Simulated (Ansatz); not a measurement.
AlRu (CsCl type, space group No. 221) under volume change, DFT-PBE in the program Ansatz with PAW potentials, scaled uniformly.

```
V (Å³/atom)  E − E(relaxed) (meV/atom)  P (GPa)
-----------  -------------------------  -------
12.335                            82.5    23.59
12.741                            34.6    14.42
13.148                             8.2     6.62
13.554                             0.0     0.00
13.961                             7.3    -5.63
14.368                            27.9   -10.42
14.774                            59.6   -14.48
```

Task: What does a third-order Birch–Murnaghan fit give for V₀, B₀ and B′?

Result: V₀ = 13.55 Å³/atom, B₀ = 203 GPa, B′ = 4.4.

Space group Pm-3m (CsCl type). Symmetry was held in the PBE relaxation. The run is not spin-polarised.

Potentials: the later of the program's two PAW sets.
